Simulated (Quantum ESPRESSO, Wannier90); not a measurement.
## Wannier functions of GeS (Pnma)

```
GeS
1.0
   10.78075     0.00000     0.00000
    0.00000     3.60314     0.00000
    0.00000     0.00000     4.52313
Ge S
4 4
Direct
  0.87225   0.25000   0.36689
  0.12775   0.75000   0.63311
  0.62775   0.75000   0.86689
  0.37225   0.25000   0.13311
  0.65483   0.25000   0.51479
  0.34517   0.75000   0.48521
  0.84517   0.75000   0.01479
  0.15483   0.25000   0.98521
```

Structure: Materials Project mp-2242, symmetrised, not relaxed again. COD (Crystallography Open Database) has an entry of this formula and space group (matched by these alone). Method: PBEsol plane waves in Quantum ESPRESSO 7.5 (PseudoDojo norm-conserving files, 63 Ry, no spin polarisation, no spin-orbit coupling), Bloch states on a 4×6×6 mesh through Γ, Wannier90 4.0.1. Density: 4×8×8 mesh, cold smearing 0.01 Ry. The cell is built of weakly bound layers, chains or molecules, whose nearest atoms lie 3.50 Å apart. Database cells relaxed without dispersion often hold them too far apart, which can enlarge gaps and weakens couplings between them; spacing and stacking were not compared with the measured crystal. Spin-orbit coupling, left out, would split the p-like bands by a few tenths of an eV.

The plane-wave run has 68 bands and 80 electrons a cell. On the energy scale of pw.x, whose zero is arbitrary, the valence-band maximum lies at 7.30 eV.

Isolated groups of bands, relative to the valence-band maximum (bands from 41 on overlap up to the last one computed):

```json
[
 {"bands": "1–20", "from (eV)": "-24.60", "to (eV)": "-24.50", "filling": "filled", "weight on atomic waves": "Ge 3d 100 %"},
 {"bands": "21–24", "from (eV)": "-14.65", "to (eV)": "-12.43", "filling": "filled", "weight on atomic waves": "S 3s 72 %, Ge 4p 16 %, Ge 4s 10 %"},
 {"bands": "25–40", "from (eV)": "-8.89", "to (eV)": "0.00", "filling": "filled", "weight on atomic waves": "S 3p 55 %, Ge 4p 21 %, Ge 4s 20 %"}
]
```

Input w.win, without the blocks of cell, atoms and k-points (144 lines):

```
num_bands = 47
num_wann = 32
exclude_bands = 1-20
num_iter = 1000
conv_tol = 1.0e-6
conv_window = 4
dis_num_iter = 1000
dis_conv_tol = 1.0e-6
dis_froz_max = 9.83
write_hr = true
write_u_matrices = true
begin projections
f=-0.13218,0.25120,0.36379: s;p
f=0.12992,-0.26121,-0.37085: s;p
f=-0.37329,-0.26286,-0.13644: s;p
f=0.36813,0.25546,0.13051: s;p
f=-0.34610,0.24060,-0.47739: s;p
f=0.34396,-0.26333,0.48625: s;p
f=-0.15758,-0.25435,0.02299: s;p
f=0.15313,0.25881,-0.00727: s;p
end projections
mp_grid = 4 6 6
```

**Question.** This input has a fault. Which, and what does the program do?

**Answer.** wannier90.x stops with:
```
w90_wannier90_readwrite_read: mismatch in w.eig
```
num_bands differs from the number of bands in the files, which is the number computed minus those excluded. Mended as below, all else unchanged, the run goes through (Ω_I = 41.4 Å²) and follows the plane-wave bands to 4.9 meV rms (states up to 2.0 eV relative to the valence-band maximum).
```
num_bands = 48
```
